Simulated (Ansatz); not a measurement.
A free-standing Janus 2H monolayer of ZrSeTe at its r2SCAN geometry, run in the plane-wave code Ansatz at 3 levels of theory. Values at 0 K without nuclear motion; no magnetic order is allowed, and the phase may be a hypothetical one.

The PBE+SOC input:
```yaml
crystal:
  lattice:
    - [3.8274348673, 0.0, 0.0]
    - [-1.9137174337, 3.3146558264, 0.0]
    - [0.0, 0.0, 31.6293141208]
  atoms:
    - { symbol: Zr, position: [0.3333333333, 0.6666666667, 0.2886784339] }
    - { symbol: Se, position: [0.6666666667, 0.3333333333, 0.3378524803] }
    - { symbol: Te, position: [0.6666666667, 0.3333333333, 0.2271075776] }
  periodic: [true, true, false]
kpoints:
  mp_grid: { grid: [12, 12, 1] }
  band_path:
    path:
      - [0.0, 0.0, 0.0]
      - [0.5, 0.0, 0.0]
      - [0.3333333333, 0.3333333333, 0.0]
      - [0.0, 0.395833, 0.0]
      - [0.0, 0.4166666667, 0.0]
    npoints: 1
hamiltonian:
  xc: pbe
scf:
  occupations: { method: fermi_dirac, width: 0.02 }
  n_extra_bands: 8
magnetization:
  noncollinear: true
  spin_orbit: true
output:
  forces: true
  stress: true
  eigenvalues: true
```

Main results, then, where recorded, the levels near the gap in eV from the Fermi energy (columns number the bands from 0), one row a point of the path (Γ, M, K, Γ–M (0.79), Γ–M (0.83)):
```
Crystal: 3 atoms, lattice volume = 401.269 Å³
Symmetry: 6 space group operations + 6 with time reversal
Magnetic group: BNS 156.50 (UNI 1280)
```
```
Basis set: ecut = 420 eV, 7833 PW (Γ)
k-points: 19 of 144 (time reversal used)
SCF 1 converged in 10 iterations: F = -16639.640879 eV  dr2 = 7.56e-9
Free energy (F): -16639.640879 eV
Fermi energy:    -5.382508 eV
--- Forces (eV/Å), atoms counted from 1 ---
  atom   1  Zr      0.00000      0.00000      0.11483
  atom   2  Se      0.00000      0.00000      0.09198
  atom   3  Te      0.00000      0.00000    -0.20681
--- 2D stress c σ (N/m, compression-positive) ---
       -0.073483       0.000000       0.000000
        0.000000      -0.073483       0.000000
        0.000000       0.000000       0.000000
  P = ½ c Tr σ = -0.0735 N/m
```
```tsv
band_38	band_39	band_40	band_41	band_42	band_43	band_44	band_45	band_46	band_47	band_48	band_49
-1.131	-1.131	-0.421	-0.421	-0.158	-0.158	1.417	1.417	2.731	2.731	2.984	2.984
-2.282	-2.282	-1.020	-1.020	-0.506	-0.506	0.228	0.228	2.635	2.635	2.890	2.890
-2.831	-2.761	-2.293	-1.983	-1.018	-1.014	0.762	0.910	1.968	1.984	3.449	3.497
-2.227	-2.226	-1.031	-0.996	-0.535	-0.521	0.189	0.198	2.594	2.598	2.777	2.794
-2.246	-2.245	-1.030	-1.004	-0.526	-0.516	0.194	0.201	2.606	2.608	2.812	2.826
```

The PBE+SOC gap is indirect, 0.35 eV (Γ to Γ–M (0.79 of the way from Γ)), below the direct gap of 0.71 eV at Γ–M (0.83 of the way from Γ).

r2SCAN. Against the first input these blocks differ (the band path and keys that only write files left aside):
```yaml
hamiltonian:
  xc: r2scan
scf:
  occupations: { method: fixed }
  n_extra_bands: 4
```
(magnetization left out)

```
Basis set: ecut = 500 eV, 10033 PW (Γ)
k-points: 19 of 144 (time reversal used)
SCF 1 converged in 9 iterations: F = -16671.484985 eV  dr2 = 1.68e-8
Free energy (F): -16671.484985 eV
Fermi energy:    -5.988509 eV
--- Forces (eV/Å), atoms counted from 1 ---
  atom   1  Zr      0.00000      0.00000    -0.00089
  atom   2  Se      0.00000      0.00000    -0.00255
  atom   3  Te      0.00000      0.00000      0.00343
--- 2D stress c σ (N/m, compression-positive) ---
        0.004210       0.000000       0.000000
        0.000000       0.004210       0.000000
        0.000000       0.000000       0.000000
  P = ½ c Tr σ = 0.0042 N/m
```
```tsv
band_19	band_20	band_21	band_22	band_23	band_24
-0.776	0.000	0.000	2.051	3.388	3.388
-2.120	-0.638	-0.347	0.785	3.210	3.546
-2.600	-1.904	-0.768	1.365	2.632	4.038
-2.061	-0.627	-0.365	0.755	3.169	3.430
-2.082	-0.632	-0.359	0.757	3.180	3.467
```

The r2SCAN gap is indirect, 0.75 eV (Γ to Γ–M (0.79 of the way from Γ)), below the direct gap of 1.12 eV at Γ–M (0.83 of the way from Γ). The mean stress is close to zero (0.00 N/m).

**Question.** In the first input these blocks are replaced (the band path and keys that only write files left aside):
```yaml
kpoints:
  mp_grid: { grid: [6, 6, 1] }
hamiltonian:
  xc: hf
scf:
  occupations: { method: fixed }
  n_extra_bands: 4
```
(magnetization left out)
What comes out?

**Answer.**
```
Basis set: ecut = 420 eV, 7833 PW (Γ)
k-points: 7 of 36 (time reversal used)
SCF 1 stopped early in 8 iterations: F = -16458.446686 eV  dr2 = 3.52e-5
Exchange kernel: α = 1.0000, full range, Wigner–Seitz truncation, v(0) = 20084.9206 eV·Å³, q-mesh 6×6×1
SCF 2 stopped early in 13 iterations: F = -16488.895308 eV  dr2 = 7.77e-5
hybrid outer 1: dexx = +1.262e0 eV, tail = 2.56e-2 eV
SCF 3 stopped early in 6 iterations: F = -16488.907854 eV  dr2 = 3.59e-7
hybrid outer 2: dexx = +7.041e-4 eV, tail = 8.03e-5 eV, Δε = 2.02e-2 eV, ΔF = 2.01e-1 eV/Å
SCF 4 converged in 8 iterations: F = -16488.907958 eV  dr2 = 5.54e-11
hybrid outer 3: dexx = +1.093e-5 eV, tail = 7.60e-7 eV, Δε = 1.84e-3 eV, ΔF = 1.58e-2 eV/Å
SCF 5 converged in 4 iterations: F = -16488.907959 eV  dr2 = 1.78e-10
hybrid outer 4: dexx = +4.155e-8 eV, tail = 8.43e-9 eV, Δε = 1.23e-4 eV, ΔF = 7.26e-4 eV/Å
SCF 6 converged in 2 iterations: F = -16488.907959 eV  dr2 = 1.73e-10
hybrid outer 5: dexx = +6.380e-10 eV, tail = 4.26e-10 eV, Δε = 4.60e-5 eV, ΔF = 1.63e-4 eV/Å
Free energy (F): -16488.907959 eV
Fermi energy:    -8.137234 eV
--- Forces (eV/Å), atoms counted from 1 ---
  atom   1  Zr      0.00000      0.00000    -0.70700
  atom   2  Se      0.00000      0.00000      0.52328
  atom   3  Te      0.00000      0.00000      0.18381
--- 2D stress c σ (N/m, compression-positive) ---
        4.657150       0.000000       0.000000
        0.000000       4.657150       0.000000
        0.000000       0.000000       0.000000
  P = ½ c Tr σ = 4.6571 N/m
```
```tsv
band_19	band_20	band_21	band_22	band_23	band_24
-1.550	0.000	0.000	7.904	8.457	8.545
-3.453	-1.319	-0.831	5.971	9.760	9.808
-4.066	-3.083	-1.494	7.090	9.023	9.740
-3.361	-1.308	-0.813	6.044	9.487	9.599
-3.393	-1.313	-0.820	6.012	9.587	9.649
```
The Hartree-Fock gap is indirect, 5.97 eV (Γ to M), below the direct gap of 6.80 eV at M. The mean in-plane stress at these positions is +4.7 N/m, compression counted positive. The stress of a hybrid is loosely converged here.

The hybrids run on coarser meshes, which limits their stresses and small splittings of levels.

Totals of different functionals, or with and without spin-orbit coupling, can't be compared.

Only the levels marked +SOC include spin-orbit coupling.

The meshes of the hybrids are coarse, so their gaps aren't converged to the digits shown.

For some runs the program warns that the potential is rough where the density is thin, which bears on empty states near the vacuum.
